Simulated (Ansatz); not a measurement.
TlS, a known structure type with other elements, at an estimated volume

```
CELL_PARAMETERS angstrom
-3.88478 3.88478 3.39070
3.88478 -3.88478 3.39070
3.88478 3.88478 -3.39070
ATOMIC_POSITIONS crystal
Tl 0.25000 0.25000 0.00000
Tl 0.75000 0.75000 0.00000
Tl 0.75000 0.25000 0.50000
Tl 0.25000 0.75000 0.50000
S 0.67900 0.17900 0.85800
S 0.17900 0.32100 0.50000
S 0.32100 0.82100 0.14200
S 0.82100 0.67900 0.50000
```

Method: r2SCAN, no spin polarisation; PAW, plane waves to 500 eV, 7×7×7 Γ-centred mesh, fermi-dirac occupations (width 0.1 eV) (Ansatz 0.2.0), atoms fixed.

(1) What do density and ELF say about some of the short contacts?

(2) Where is the largest force?

(3) How is the charge shared?

(4) Is there a gap, and of what kind?

Origin: a known structure type with other elements, at an estimated volume, so it need not be a known compound. Caveats: no spin-orbit coupling, which can shift this gap by tenths of an eV.

## Answers

(1) Tl–S at 2.60 Å: least valence density 0.43 e/Å³ and ELF 0.37 there. Tl–Tl at 3.39 Å: least valence density 0.10 e/Å³ and ELF 0.08 there, a closed-shell (ionic or weak) contact. These are pseudo-fields; inside the PAW spheres they differ from the all-electron ones.

(2) The largest is on S5 (and as large on other atoms): 0.37 eV/Å, components (-0.26, -0.26, 0.00). It makes 41° with the line to a nearest neighbour, Tl3 at 2.60 Å, pointing towards it.

(3) Bader charges in e: Tl +0.63 to +0.91, S -0.77. In the mean Tl gives up most and S takes most.

(4) The gap is 0.43 eV, indirect (the least direct gap found is 1.04 eV). A semilocal functional usually gives too small a gap.
